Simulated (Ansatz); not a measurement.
# Calculated with Ansatz: LuGa₂Os₂, settings compared

Input:

```yaml
crystal:
  lattice:
    - [0.0, 4.235547, 0.0]
    - [4.235547, 0.0, 0.0]
    - [2.117774, 2.117774, -4.921303]
  atoms:
    - { symbol: Os, position: [0.75, 0.25, 0.5] }
    - { symbol: Os, position: [0.25, 0.75, 0.5] }
    - { symbol: Lu, position: [0.0, 0.0, 0.0] }
    - { symbol: Ga, position: [0.375, 0.375, 0.25] }
    - { symbol: Ga, position: [0.625, 0.625, 0.75] }
  symmetry: { tolerance: 0.0003 }
kpoints:
  mp_grid: { grid: [5, 5, 5], shift: [0, 0, 0] }
magnetization:
  spin_polarized: false
scf:
  occupations: { method: fermi_dirac, width: 0.0497 }
hamiltonian:
  pseudopotentials: { kind: paw }
  xc: pbesol
basis:
  ecutwfc: 420
output:
  forces: true
  stress: true
  eigenvalues: true
```

Run with:

```bash
ansatz run input.yaml --threads 1 --pin off --max-ram 2560MiB --backend cpu --events-out ev --progress --plain --runs-dir out
```

Origin of the cell: a known structure type with other elements, at an estimated volume, so it need not be a known compound.

Output of this run (shortened):

```
Pseudopotentials: kind: paw
Pseudopotential: Os, paw, valence charge 16, recommended cutoff 420 eV (normal), Os.paw.azcp
Pseudopotential: Lu, paw, valence charge 25, recommended cutoff 420 eV (normal), Lu.paw.azcp
Pseudopotential: Ga, paw, valence charge 13, recommended cutoff 420 eV (normal), Ga.paw.azcp
Functional definition: PBEsol
  exchange = pbesol_x
  correlation = pbesol_c
Crystal: 5 atoms, lattice volume = 88.287 Å³
Basis set: ecut = 420 eV, 1713 PW (Γ), exchange–correlation on 60×60×80 points (8 copies of the dense FFT grid, shifted against one another)
Bands: 50, of which v1, the nominal top of the filled ones, is band 42 counted from 1 (41 counted from 0)
Symmetry: 16 space group operations
Space group: I4/mmm (ITA 139), of the structure as read, at distance tolerance 1.3e-3 Å
k-points: 18 of 125
[… 8 lines left out …]
Initial density: superposition of atomic densities (neutral atoms: chi_scale 0, normalization atom), corrected by the library's trained network
Functional: x = pbesol(κ = 0.804, μ = 0.123457), c = pbesol(β = 0.046)
SCF iter   1: F=—  HF=-44600.357122 eV  Δρ=7.33e-3  dr2=6.11e-2  defer=1
SCF iter   2: F=—  HF=-44600.342344 eV  Δρ=3.81e-3  dr2=1.76e-2  defer=19
SCF iter   3: F=—  HF=-44600.342990 eV  Δρ=1.98e-3  dr2=3.26e-3  defer=19
SCF iter   4: F=—  HF=-44600.339536 eV  Δρ=5.79e-4  dr2=3.39e-4  defer=21
SCF iter   5: F=—  HF=-44600.339475 eV  Δρ=2.68e-4  dr2=7.69e-5  defer=21
SCF iter   6: F=—  HF=-44600.339467 eV  Δρ=1.10e-4  dr2=1.17e-5  defer=21
SCF iter   7: F=—  HF=-44600.339459 eV  Δρ=5.28e-5  dr2=2.33e-6  defer=21
SCF iter   8: F=—  HF=-44600.339458 eV  Δρ=1.38e-5  dr2=3.76e-7  defer=21
SCF iter   9: F=-44600.339458 eV  HF=-44600.339458 eV  Δρ=3.83e-6  dr2=1.88e-8
SCF 1 converged in 9 iterations: F = -44600.339458 eV  dr2 = 1.88e-8
SCF converged after 9 iterations
Free energy (F): -44600.339458 eV
Harris-Foulkes:  -44600.339458 eV  (|F-HF|=1.18e-8)
Internal energy: -44600.300569 eV  (E = F + TS)
E sigma→0 (E₀):  -44600.320014 eV
Entropy (-TS):   -0.038889 eV (-7.778 meV/atom)
Fermi energy:    16.237886 eV
--- Per-component energies (eV) ---
  E_band       = -228.486456
  E_kinetic    = 1779.699670
  E_local      = -11858.927175  (includes V_loc(G=0)·N_el)
  E_nonlocal   = 1432.272890
  E_hartree    = 5124.596672
  E_xc         = -885.879230
  E_vxc        = -943.499371  (∫ρ·V_xc dr)
  E_paw        = -28908.822738  (= ΣΔE_a)
  E_vpaw       = -887.227227  (= ΣTr[D̂ρ^β])
  E_aug_tail   = -0.000360  (compensation charges beyond the density's cutoff)
  E_ewald      = -11286.654288
  E_core_change = 3.413989  (= ΣΔE_core)
  E_smearing   = -0.038889  (= −TS)
  Σ components = -44600.339458   (vs F -44600.339458, Δ=0.00e0)
--- Forces (eV/Å), atoms counted from 1 ---
  atom   1  Os    -0.000000     0.000000    -0.000000
  atom   2  Os     0.000000    -0.000000     0.000000
  atom   3  Lu     0.000000     0.000000     0.000000
  atom   4  Ga    -0.000000    -0.000000     0.447607
  atom   5  Ga     0.000000     0.000000    -0.447607
  max |Σ_I F_I| component: 5.55e-17 eV/Å
--- Stress (GPa, compression-positive) ---
       -4.572072       0.000000      -0.000000
        0.000000      -4.572072      -0.000000
       -0.000000      -0.000000      -0.790726
  P = ⅓ Tr σ = -3.3116 GPa (-33.116 kbar)
```

The same input was run again with these changes:

1. `scf.occupations.width` 0.0497 → default; `scf.occupations.method` fermi_dirac → tetrahedron; `hamiltonian.xc` pbesol → rpbe
2. `hamiltonian.xc` pbesol → revpbe; `magnetization` { spin_polarized: false } → { spin_polarized: true } (starts: small); typed moments: Os1 0.2, Os2 0.2, Lu3 0.2, Ga4 0.2, Ga5 0.2
3. `scf.eigensolver.kind` default → davidson; `scf.occupations.width` 0.0497 → default; `scf.occupations.method` fermi_dirac → tetrahedron_uncorrected

```csv
run,end,SCF iterations,P (GPa),max force component (eV/Å),moment (μB),ΔE(σ→0) (meV/atom)
base,converged,9,-3.31,0.448,–,0
1,converged,10,5.81,0.779,–,–
2,converged,15,4.98,0.706,0.00,–
3,converged,9,-3.15,0.451,–,15.21
```

Energies are compared only where functional, datasets, charge and starting cell are the same.

Caveats of the base run: no moments, though an odd count or open d shells may carry them; no spin-orbit coupling, though heavy elements are present; the k mesh is coarse if the cell is a metal.

Run 1: forces and stress under tetrahedra may miss the slope of the energy; forces of this functional can be a tenth off on datasets made under PBE.
Run 2: a starting moment was lost; forces of this functional can be a tenth off on datasets made under PBE.

The base run ran for 7.2 s on 1 thread of Arm Neoverse V1, with other jobs on the host, peak memory 0.4 GiB, from the program's own first density.
